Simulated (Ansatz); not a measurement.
TePd:
```
CELL_PARAMETERS angstrom
      3.44941     0.00000     0.00000
      0.00000     3.44941     0.00000
      0.00000     0.00000     3.44941
ATOMIC_POSITIONS crystal
  Pd 0.00000 0.00000 0.00000
  Te 0.50000 0.50000 0.50000
```

Relaxed with PBE. Special points in fractions of this cell's reciprocal vectors: Γ (0.000, 0.000, 0.000); X (0.000, 0.500, 0.000); M (0.500, 0.500, 0.000); R (0.500, 0.500, 0.500).

**Question.** List the band energies nearest the Fermi level at these points for DFT-PBE with spin–orbit coupling in the program Ansatz with PAW potentials.

**Answer.** In eV from the Fermi level; about four levels below and three above (degenerate sets whole), none deeper than 8.9 eV; points with the same levels are listed once.

```json
[
 {"k": "Γ", "below": "-0.78 -0.78 -0.78 -0.78", "above": "2.01 2.01 6.32 6.32 6.32 6.32"},
 {"k": "X", "below": "-2.54 -2.54 -1.88 -1.88", "above": "1.57 1.57 2.34 2.34"},
 {"k": "M", "below": "-2.28 -2.28 -1.90 -1.90", "above": "0.49 0.49 0.99 0.99"},
 {"k": "R", "below": "-2.01 -2.01 -2.01 -2.01", "above": "0.23 0.23 0.46 0.46 0.46 0.46"}
]
```

Space group Pm-3m (CsCl type). A made-up cell: these elements were put on the sites of a structure type; neither database checked (COD, Materials Project) lists it. COD files the formula under space group No. 194, so this cell is another polymorph or a model. Its standing as an ambient phase is unchecked. The PBE relaxation kept the symmetry of its start; whether a distortion lowers the energy is not shown. The run is not spin-polarised.

Potentials: the earlier of the program's two PAW sets.
